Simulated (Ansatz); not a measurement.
Sensitivity of the gradients in CdSe with Be replacing Cd to the input

This input was run with Ansatz:

```yaml
crystal:
  lattice:
    - [12.9, 0.0, 0.0]
    - [-4.3, 7.4478184726, 0.0]
    - [0.0, 0.0, 14.04]
  atoms:
    - { symbol: Be, position: [0.1111111111, 0.3333333334, 0.0] }
    - { symbol: Cd, position: [0.1111111111, 0.3333333334, 0.5] }
    - { symbol: Cd, position: [0.1111111111, 0.8333333334, 0.0] }
    - { symbol: Cd, position: [0.1111111111, 0.8333333334, 0.5] }
    - { symbol: Cd, position: [0.4444444444, 0.3333333334, 0.0] }
    - { symbol: Cd, position: [0.4444444444, 0.3333333334, 0.5] }
    - { symbol: Cd, position: [0.4444444444, 0.8333333334, 0.0] }
    - { symbol: Cd, position: [0.4444444444, 0.8333333334, 0.5] }
    - { symbol: Cd, position: [0.7777777778, 0.3333333334, 0.0] }
    - { symbol: Cd, position: [0.7777777778, 0.3333333334, 0.5] }
    - { symbol: Cd, position: [0.7777777778, 0.8333333334, 0.0] }
    - { symbol: Cd, position: [0.7777777778, 0.8333333334, 0.5] }
    - { symbol: Cd, position: [0.2222222222, 0.1666666666, 0.25] }
    - { symbol: Cd, position: [0.2222222222, 0.1666666666, 0.75] }
    - { symbol: Cd, position: [0.2222222222, 0.6666666666, 0.25] }
    - { symbol: Cd, position: [0.2222222222, 0.6666666666, 0.75] }
    - { symbol: Cd, position: [0.5555555556, 0.1666666666, 0.25] }
    - { symbol: Cd, position: [0.5555555556, 0.1666666666, 0.75] }
    - { symbol: Cd, position: [0.5555555556, 0.6666666666, 0.25] }
    - { symbol: Cd, position: [0.5555555556, 0.6666666666, 0.75] }
    - { symbol: Cd, position: [0.8888888889, 0.1666666666, 0.25] }
    - { symbol: Cd, position: [0.8888888889, 0.1666666666, 0.75] }
    - { symbol: Cd, position: [0.8888888889, 0.6666666666, 0.25] }
    - { symbol: Cd, position: [0.8888888889, 0.6666666666, 0.75] }
    - { symbol: Se, position: [0.1111111111, 0.3333333334, 0.1925] }
    - { symbol: Se, position: [0.1111111111, 0.3333333334, 0.6925] }
    - { symbol: Se, position: [0.1111111111, 0.8333333334, 0.1925] }
    - { symbol: Se, position: [0.1111111111, 0.8333333334, 0.6925] }
    - { symbol: Se, position: [0.4444444444, 0.3333333334, 0.1925] }
    - { symbol: Se, position: [0.4444444444, 0.3333333334, 0.6925] }
    - { symbol: Se, position: [0.4444444444, 0.8333333334, 0.1925] }
    - { symbol: Se, position: [0.4444444444, 0.8333333334, 0.6925] }
    - { symbol: Se, position: [0.7777777778, 0.3333333334, 0.1925] }
    - { symbol: Se, position: [0.7777777778, 0.3333333334, 0.6925] }
    - { symbol: Se, position: [0.7777777778, 0.8333333334, 0.1925] }
    - { symbol: Se, position: [0.7777777778, 0.8333333334, 0.6925] }
    - { symbol: Se, position: [0.2222222222, 0.1666666666, 0.4425] }
    - { symbol: Se, position: [0.2222222222, 0.1666666666, 0.9425] }
    - { symbol: Se, position: [0.2222222222, 0.6666666666, 0.4425] }
    - { symbol: Se, position: [0.2222222222, 0.6666666666, 0.9425] }
    - { symbol: Se, position: [0.5555555556, 0.1666666666, 0.4425] }
    - { symbol: Se, position: [0.5555555556, 0.1666666666, 0.9425] }
    - { symbol: Se, position: [0.5555555556, 0.6666666666, 0.4425] }
    - { symbol: Se, position: [0.5555555556, 0.6666666666, 0.9425] }
    - { symbol: Se, position: [0.8888888889, 0.1666666666, 0.4425] }
    - { symbol: Se, position: [0.8888888889, 0.1666666666, 0.9425] }
    - { symbol: Se, position: [0.8888888889, 0.6666666666, 0.4425] }
    - { symbol: Se, position: [0.8888888889, 0.6666666666, 0.9425] }
kpoints:
  mp_grid: { grid: [2, 3, 2] }
scf:
  occupations: { method: fermi_dirac, width: 0.01 }
  mixing: { preconditioner: none }
hamiltonian:
  xc: pbe
  pseudopotentials: { kind: paw }
output:
  forces: true
  stress: true
  populations: true
  efg: { quadrupole_moments_barn: { Be: 0.05288 }, contact_densities: true }
```

It converged. Of its output the block on the nuclei alone is shown, without the SCF iterations, energies, forces and stress (one atom of each set, the first 14 sets):

```
--- PAW observables at the nuclei: V_zz in 10²¹ V/m², potentials from the cell's mean, atoms counted from 1 ---
  atom   1  Be V_zz =    +0.100254   η = 0.0225   by run symmetry: allowed   C_q = +0.1282 MHz
            electrostatic potential = -239.450940 V   contact ρ = 238.359841 e/Å³
  atom   2  Cd V_zz =    +2.894819   η = 0.0001   by run symmetry: allowed
            electrostatic potential = -7704.027600 V   contact ρ = 1035910.380849 e/Å³
  atom   3  Cd V_zz =    +2.976945   η = 0.0275   by run symmetry: allowed
            electrostatic potential = -7704.014776 V   contact ρ = 1035910.356080 e/Å³
  atom   4  Cd V_zz =    +3.047104   η = 0.0036   by run symmetry: allowed
            electrostatic potential = -7704.019181 V   contact ρ = 1035910.346306 e/Å³
  atom   5  Cd V_zz =    +2.955658   η = 0.0298   by run symmetry: allowed
            electrostatic potential = -7704.009723 V   contact ρ = 1035910.337501 e/Å³
  atom   6  Cd V_zz =    +3.056128   η = 0.0096   by run symmetry: allowed
            electrostatic potential = -7704.020455 V   contact ρ = 1035910.351822 e/Å³
  atom   7  Cd V_zz =    +2.976218   η = 0.0136   by run symmetry: allowed
            electrostatic potential = -7704.012836 V   contact ρ = 1035910.361700 e/Å³
  atom   9  Cd V_zz =    +2.982830   η = 0.0423   by run symmetry: allowed
            electrostatic potential = -7704.016529 V   contact ρ = 1035910.334417 e/Å³
  atom  10  Cd V_zz =    +3.044278   η = 0.0095   by run symmetry: allowed
            electrostatic potential = -7704.021043 V   contact ρ = 1035910.349509 e/Å³
  atom  11  Cd V_zz =    +3.020168   η = 0.0138   by run symmetry: allowed
            electrostatic potential = -7704.024300 V   contact ρ = 1035910.352190 e/Å³
  atom  12  Cd V_zz =    +3.035381   η = 0.0083   by run symmetry: allowed
            electrostatic potential = -7704.021201 V   contact ρ = 1035910.348650 e/Å³
  atom  13  Cd V_zz =    +3.079103   η = 0.0300   by run symmetry: allowed
            electrostatic potential = -7704.030099 V   contact ρ = 1035910.356760 e/Å³
  atom  14  Cd V_zz =    +3.047931   η = 0.0130   by run symmetry: allowed
            electrostatic potential = -7704.021033 V   contact ρ = 1035910.369308 e/Å³
  atom  16  Cd V_zz =    +3.043948   η = 0.0132   by run symmetry: allowed
            electrostatic potential = -7704.021350 V   contact ρ = 1035910.368390 e/Å³
```

**Question.** Can these gradients be trusted, and how do they compare with a run on standard settings?

**Answer.** They agree with the standard run. Against the standard input the change is `scf.mixing.preconditioner`: not typed → none. A site carries the number of its first atom; V_zz in 10²¹ V/m².

```tsv
site	atom	V_zz standard	η standard	V_zz here	η here
Be	1	0.10	0.02	0.10	0.02
Cd13	13	3.08	0.03	3.08	0.03
Cd14	14	3.05	0.01	3.05	0.01
Cd16	16	3.04	0.01	3.04	0.01
Se25	25	2.06	0.02	2.06	0.02
Se30	30	-1.48	0.03	-1.48	0.03
Se36	36	-1.48	0.02	-1.48	0.02
Se37	37	-1.45	0.01	-1.45	0.01
Se38	38	4.40	0.51	4.40	0.51
Se40	40	4.41	0.50	4.41	0.50
Se46	46	4.41	0.47	4.41	0.47
Se48	48	-1.40	0.14	-1.40	0.14
```

All printed values agree. The table leaves out 32 of the 44 sites, with |V_zz| up to 3.10; their tensors move by 0.01 at most along any direction. Mixing, solver and start steer the path to self-consistency, not the state that is reached here. SCF iterations: 8 and 9.

On the reference run: The defect repeats with the cell of 48 atoms, so it feels its images: sites between two images don't show the values beside a lone defect, and zeros or small values of η there can come from the images' arrangement. Cd and Se carry a gradient in the pure host already, so the values there aren't the defect's effect alone. Without spin–orbit coupling (the program notes it for Cd) the gradients can shift somewhat, as the gap is small. With a gap of 0.7 eV on this mesh, small gradients can still move by 0.1 × 10²¹ V/m² or more as the k-mesh gets denser. The neighbours have not yet relaxed around the defect (largest force 1.6 eV/Å), so a real crystal will differ.
